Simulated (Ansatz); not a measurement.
TlBr (zinc blende, F-43m) under volume change, PBE (plane waves, PAW; program Ansatz), scaled uniformly.

```csv
V (Å³/atom),E − E(relaxed) (meV/atom),P (GPa)
48.062,17.7,1.31
49.647,(withheld),(withheld)
51.231,1.7,0.36
52.816,0.0,0.00
54.400,(withheld),(withheld)
55.985,5.9,-0.56
57.569,12.5,-0.77
```

Q: Complete the blanks.

A: 
- 54.400, E − E(relaxed) (meV/atom): 1.6
- 54.400, P (GPa): -0.30
- 49.647, E − E(relaxed) (meV/atom): 7.4
- 49.647, P (GPa): 0.79

Q: What does a third-order Birch–Murnaghan fit give for V₀, B₀ and B′?

A: V₀ = 52.82 Å³/atom, B₀ = 11.0 GPa, B′ = 4.8.

The cell is a constructed one: a structure type filled with these elements; neither database checked (COD, Materials Project) lists it. COD files the formula under space group No. 221, so this cell is another polymorph or a model. Its standing as an ambient phase is unchecked. Symmetry was held in the PBE relaxation; whether a distortion lowers the energy is not shown. Spin–orbit coupling is left out wherever it is not named.

Potentials: the later of the program's two PAW sets.
